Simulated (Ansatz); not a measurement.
TiPt₃:
```
CELL_PARAMETERS angstrom
      3.87307     0.00000     0.00000
      0.00000     3.87307     0.00000
      0.00000     0.00000     3.87307
ATOMIC_POSITIONS crystal
  Ti 0.00000 0.00000 0.00000
  Pt 0.00000 0.50000 0.50000
  Pt 0.50000 0.00000 0.50000
  Pt 0.50000 0.50000 0.00000
```

Relaxed with LDA. Special points in fractions of this cell's reciprocal vectors: Γ (0.000, 0.000, 0.000); X (0.000, 0.500, 0.000); M (0.500, 0.500, 0.000); R (0.500, 0.500, 0.500).

Problem. List the band energies nearest the Fermi level at these points for plane-wave PAW LDA (Ansatz code).

Solution. In eV from the Fermi level; about four levels below and three above (degenerate sets whole), none deeper than 8.9 eV; points with the same levels are listed once.

| k | below | above |
|---|---|---|
| Γ | -3.73 -3.73 -3.73 -1.72 -1.72 -0.50 | 0.07 0.07 0.07 |
| X | -2.68 -1.39 -0.23 -0.23 | 0.07 0.43 0.77 |
| M | -3.21 -3.21 -2.55 -2.34 -2.34 | 0.20 0.20 0.33 |
| R | -0.70 -0.70 -0.70 -0.44 -0.44 -0.44 | 1.25 1.25 1.25 |

Space group Pm-3m (Cu3Au type). Symmetry was held in the LDA relaxation; of distortions, only those at the zone centre were tested. No spin polarisation was allowed. Spin–orbit coupling is left out wherever it is not named.

Potentials: the later of the program's two PAW sets.
